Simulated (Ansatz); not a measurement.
Starting structure of a cell relaxation (symmetry kept):

```
Cu Sb
1.0
     3.91043    0.00000    0.00000
     0.00000    3.91043    0.00000
     0.00000    0.00000    3.91043
Cu Sb
3 1
Direct
  0.50000 0.50000 0.00000
  0.50000 0.00000 0.50000
  0.00000 0.50000 0.50000
  0.00000 0.00000 0.00000
```

All numbers below come from DFT LDA, scalar-relativistic, plane waves, PAW in Ansatz 0.2.0.

Settings: cutoff 420 eV, Γ-centred mesh 12×12×12 on the computed 4-atom cell, Gaussian smearing of 0.10 eV; no spin polarisation.

What does it relax to?

The volume falls by 1.27 Å³/atom to 13.68 Å³/atom, and the energy falls by 43.5 meV/atom. Final structure:
```
CELL_PARAMETERS angstrom
3.79642 0.00000 0.00000
0.00000 3.79642 0.00000
0.00000 0.00000 3.79642
ATOMIC_POSITIONS crystal
Cu 0.50000 0.50000 0.00000
Cu 0.50000 0.00000 0.50000
Cu 0.00000 0.50000 0.50000
Sb 0.00000 0.00000 0.00000
```

Course of the relaxation (steps run on the plane waves of an earlier cell, and the basis is chosen afresh near the end, so energy and pressure can step there; trial steps that raised the energy were taken back; energies are free energies):

```tsv
step	E − E_final (meV/atom)	P (GPa)	V (Å³/atom)
1	43.5	-10.02	14.95
2	0.6	2.26	13.47
3	-0.6	-0.41	13.72
4	-0.7	-0.01	13.68
5	0.0	-0.01	13.68
```

Cost: 1 run of about 1.1 core-minutes, on Arm Neoverse V1 (shared hosts).